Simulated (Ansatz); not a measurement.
Ag:
```
CELL_PARAMETERS angstrom
      0.00000     2.04192     2.04192
      2.04192     0.00000     2.04192
      2.04192     2.04192     0.00000
ATOMIC_POSITIONS crystal
  Ag 0.00000 0.00000 0.00000
```

Relaxed with r²SCAN+D4. Special points in fractions of this cell's reciprocal vectors: Γ (0.000, 0.000, 0.000); X (0.500, 0.000, 0.500); U (0.625, 0.250, 0.625); K (0.375, 0.375, 0.750); L (0.500, 0.500, 0.500); W (0.500, 0.250, 0.750).

Task: List the band energies nearest the Fermi level at these points for the program Ansatz at the r²SCAN+D4 level (PAW).

Result: In eV from the Fermi level; about four levels below and three above (degenerate sets whole), none deeper than 8.9 eV; … stands for higher levels left out; points with the same levels are listed once.

| k | below | above |
|---|---|---|
| Γ | -5.27 -5.27 -5.27 -4.22 -4.22 | 16.28 … |
| X | -6.80 -3.44 -3.19 -3.19 | 1.64 6.88 … |
| U | -6.04 -4.51 -4.00 -3.48 | 4.37 5.39 … |
| L | -5.30 -5.30 -3.40 -3.40 -0.43 | 3.61 … |
| W | -5.53 -5.53 -4.21 -3.19 | 6.10 6.10 … |

Space group Fm-3m (fcc (Cu type)). The r²SCAN+D4 relaxation kept the symmetry of its start. No spin polarisation was allowed. The pairwise dispersion correction was not fitted to metals. Spin–orbit coupling is left out wherever it is not named.

Potentials: the later of the program's two PAW sets.
